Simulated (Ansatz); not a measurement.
A geometry of Nb away from equilibrium: step 3 of the relaxation of a relaxed Nb cell displaced along its unstable phonon at q = (½, 0, 0) of its primitive reciprocal cell (108i cm⁻¹), largest move 0.15 Å. The numbers are results of r2SCAN (plane waves to 500 eV, PAW, scalar-relativistic; Ansatz, a first-principles code), not measurements. Γ-centred k-mesh 13×13×12 on the run's cell (coarser than for final values), Fermi–Dirac smearing 0.05 eV. The plane waves were selected for a different cell earlier on the path.

```
CELL_PARAMETERS angstrom
      5.60387    -0.02924     0.00000
     -1.41363     2.44848     0.00000
      0.00000     0.00000     2.72311
ATOMIC_POSITIONS crystal
  Nb 0.00000 0.00000 0.19904
  Nb 0.50000 0.00000 0.80096
```

Question: Give the Cartesian forces on all atoms (eV/Å).

Answer: 
| atom | Fx | Fy | Fz |
|---|---|---|---|
| Nb1 | 0.00 | 0.00 | 0.71 |
| Nb2 | 0.00 | 0.00 | -0.71 |

The path ends in I4/mmm (No. 139). No spin polarisation in the result.

The run could not lose the symmetry of its start: the end is stationary, and may be a saddle point rather than a minimum.

The end of the path is a generated cell of Nb: the first start was made by placing the elements on the sites of a structure type, and the end was not matched to a known phase here, so it may be hypothetical. Known forms of Nb include space group No. 229.
